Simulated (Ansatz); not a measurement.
# Thickness series of a surface: fcc Cu (110)

All-electron LAPW in Ansatz 0.2.0 under PBE, scalar-relativistic, energies extrapolated to zero smearing, no spin–orbit coupling, no spin polarisation. The 1×1 slabs (area 9.31 Å²) are cut from the bulk relaxed on PAW files, and their atoms are relaxed; γ counts from the bulk energy, Δd12 is the change of the outer spacing. No reconstruction is allowed, and meshes differ a little between slabs.

```json
{"planes": "1", "γ (J/m²)": "1.676", "Φ (eV)": "5.11", "Δd12 (%)": "–"}
{"planes": "3", "γ (J/m²)": "?", "Φ (eV)": "4.44", "Δd12 (%)": "-5.1"}
{"planes": "4", "γ (J/m²)": "1.575", "Φ (eV)": "4.43", "Δd12 (%)": "?"}
{"planes": "5", "γ (J/m²)": "1.567", "Φ (eV)": "4.37", "Δd12 (%)": "-9.3"}
{"planes": "6", "γ (J/m²)": "1.588", "Φ (eV)": "4.44", "Δd12 (%)": "-10.6"}
```

Q: Give the missing entry: row "4", column "Δd12 (%)".

A: -12.6.

Q: Give the missing entry: row "3", column "γ (J/m²)".

A: 1.560.

Q: How far have the values settled with thickness?

A: Between 5 and 6 planes γ moves by +1.4 % and Φ by +0.07 eV. Thin films carry quantum-size oscillations, so two neighbours that agree don't prove convergence.
